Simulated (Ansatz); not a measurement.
W3N4:
```xyz
7
Lattice="4.1945 0.0000 0.0000 0.0000 4.1945 0.0000 0.0000 0.0000 4.1945" Properties=species:S:1:pos:R:3 pbc="T T T"
N      2.0972     2.0972     2.0972
N      2.0972     0.0000     0.0000
N      0.0000     2.0972     0.0000
N      0.0000     0.0000     2.0972
W      2.0972     2.0972     0.0000
W      0.0000     2.0972     2.0972
W      2.0972     0.0000     2.0972
```

Relaxed with r²SCAN. Special points in fractions of this cell's reciprocal vectors: Γ (0.000, 0.000, 0.000); X (0.000, 0.500, 0.000); M (0.500, 0.500, 0.000); R (0.500, 0.500, 0.500).

Question: List the band energies nearest the Fermi level at these points for DFT-r²SCAN with spin–orbit coupling in the program Ansatz with PAW potentials.

Answer: In eV from the Fermi level; about four levels below and three above (degenerate sets whole), none deeper than 8.9 eV; points with the same levels are listed once.

| k | below | above |
|---|---|---|
| Γ | -0.87 -0.87 -0.87 -0.87 -0.52 -0.52 | 0.06 0.06 0.06 0.06 |
| X | -1.51 -1.51 -0.02 -0.02 | 0.20 0.20 0.27 0.27 |
| M | -1.46 -1.46 -0.47 -0.47 | 0.32 0.32 0.53 0.53 |
| R | -2.82 -2.82 -2.82 -2.82 | 1.18 1.18 1.18 1.18 |

Space group Pm-3m. The workflow started from an entry of the Crystallography Open Database (COD). Whether it is the stable phase at ambient conditions was not checked. Symmetry was held in the r²SCAN relaxation; its stability against distortions is not shown here. The run is not spin-polarised.

Potentials: the later of the program's two PAW sets.
